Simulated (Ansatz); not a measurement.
Hf, DFT, PBEsol, all-electron PAW with datasets made for the crystal, scalar-relativistic (Ansatz 0.2.0), run on 1 thread of Intel(R) Xeon(R) Platinum 8375C CPU @ 2.90GHz (Ice Lake) on a shared host.

The cell comes from COD entry 1522789, which wasn't checked; take it as a given geometry. The listed cell was then made from it by scaling, straining or moving an atom.

Command: `ansatz run input.yaml --threads 1 --pin off --max-ram 3072MiB --backend cpu --events-out ev --progress --plain --runs-dir out`

```yaml
crystal:
  lattice:
    - [-1.7681529262, 1.7681529262, 1.7681529262]
    - [1.7681529262, -1.7681529262, 1.7681529262]
    - [1.7681529262, 1.7681529262, -1.7681529262]
  atoms:
    - { symbol: Hf, position: [0.0, 0.0, 0.0] }
kpoints:
  mp_grid: { grid: [14, 14, 14] }
scf:
  occupations: { method: fermi_dirac, width: 0.05 }
hamiltonian:
  xc: pbesol
  pseudopotentials: { kind: all_electron, datasets: crystal }
output:
  forces: true
  stress: true
  eigenvalues: true
  efg: { contact_densities: true }
```

Question: How large is the problem that the program sets up?

Answer: 104 irreducible k-points, 381 plane waves at Γ, 18 bands.

Question: About how long does it take, and how much memory does it use?

Answer: 8.5 s of wall time for 9 SCF iterations, with a peak of 0.47 GiB. Times on shared machines scatter by tens of per cent.

Question: And the same cell and mesh by frozen-core PAW, asked for forces, stress, eigenvalues, efg, on the same hardware?

Answer: 3.5 s, peak memory 0.42 GiB.
